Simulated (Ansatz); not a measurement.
Al₂O₃ (P-3m1), zone-centre modes

Method: DFT r2SCAN, scalar-relativistic, plane waves, PAW (Ansatz). Cutoff 500 eV, Γ-centred 12×12×4 k-points, Gaussian smearing of 0.05 eV. No spin polarisation.

The undisturbed cell (relaxed at this level; this form isn't the usual structure):

```
CELL_PARAMETERS angstrom
2.98587 0.00000 0.00000
-1.49293 2.58584 0.00000
0.00000 0.00000 7.60020
ATOMIC_POSITIONS crystal
Al 0.00000 0.00000 0.28091
Al 0.00000 0.00000 0.71909
O 0.33333 0.66667 0.20452
O 0.66667 0.33333 0.79548
O 0.00000 0.00000 0.50000
```

The cell holds layers and no dispersion correction was added, so their binding is poorly described.

Harmonic modes by finite displacements of 0.02 Å, without the LO–TO term.

Q: At this geometry, is the structure stable against these modes?

A: Yes: no mode is imaginary beyond 10 cm⁻¹, and only the three translations lie near zero.

Q: List the wavenumbers in cm⁻¹.

A: 0, 0, 0, 60, 60, 122, 122, 388, 516, 628, 628, 629, 629, 776, 1165.

Cost: 1 run of about 3.1 core-minutes, on Arm Neoverse V2 (shared hosts).